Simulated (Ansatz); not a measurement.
The elements of this relaxed trial crystal are hidden behind letters.

```
lattice vectors (Å)
   6.2212    0.0000    0.0000
   0.0000    6.2212    0.0000
   0.0000    0.0000    6.2212
fractional positions
X 0.2500 0.0000 0.5000
X 0.5000 0.7500 0.0000
X 0.7500 0.0000 0.5000
X 0.5000 0.2500 0.0000
X 0.0000 0.5000 0.7500
X 0.0000 0.5000 0.2500
Z 0.0000 0.0000 0.0000
Z 0.5000 0.5000 0.5000
```

Level of theory: DFT PBE, scalar-relativistic, plane waves, PAW (Ansatz). Plane waves to 420 eV, a 6×6×6 mesh through Γ for the 8-atom cell and 0.10 eV Gaussian smearing; no spin polarisation.

| Quantity | Value |
| --- | --- |
| Space group | Pm-3n (No. 223) |
| Conventional cell | a = 6.221 Å |
| Volume per atom | 30.10 Å³ |
| Density | 2.69 g/cm³ |
| Formation energy | −0.24 eV/atom |
| Gap on the 6×6×6 mesh of the 8-atom cell | 0 eV (a metal) |

Energies are uncorrected and count from the elements' standard states at the same level.

Question: X is an s-block element of period 4 and Z is a p-block element of period 4. Which elements are they?

Answer: X = Ca, Z = As, so the formula is Ca3As, here in the A15 type. Density times volume gives a mean mass of 2.69 × 30.10/1.6605 = 48.8 u per atom, and this set has 48.8 u. Among the elements that the hints allow, noble gases aside, only these give it. Ca is surrounded by 2 Ca at 3.11 Å, 4 As at 3.48 Å and 8 Ca at 3.81 Å; As is surrounded by 12 Ca at 3.48 Å.

The cell is a metal run without spin; a magnetic state may lie lower. Symmetry constrained the relaxation, so the result can be a saddle point. Another cell of Ca3As relaxed alike, in P6_3/mcm, lies 291 meV/atom lower, so this cell isn't the stable form at this level.
